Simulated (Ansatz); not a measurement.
Ti₅Si₄ in space group P4_12_12 (No. 92; Pearson symbol tP36), r²SCAN (plane waves, PAW; program Ansatz), all energies at zero smearing, with the estimated change up to a 700 eV cutoff added, with one set of potentials and settings (totals compare only within such a set). Cell of 36 atoms (20 Ti, 16 Si): -60342.358 eV.

```csv
element,reference phase,E (eV/atom)
Ti,"P6/mmm, 3 atoms in the cell",-2504.3896
Si,"Fd-3m, 2 atoms in the cell",-639.0667
```

Formation energy per atom, worked out: (-60342.358 − 20×(-2504.3896) − 16×(-639.0667))/36 = -0.819 eV/atom (-79 kJ per mol of atoms), at 0 K, without zero-point energy or fitted corrections.

The workflow started from a Materials Project entry (that database holds measured and hypothetical structures alike); the Crystallography Open Database copy checked does not list it. Whether it is the stable phase at ambient conditions was not checked. Symmetry was held in the r²SCAN relaxation; its stability against distortions is not shown here. No spin polarisation was allowed. The references are the lowest solids computed at this level, not always the standard phases.

Potentials: the later of the program's two PAW sets.
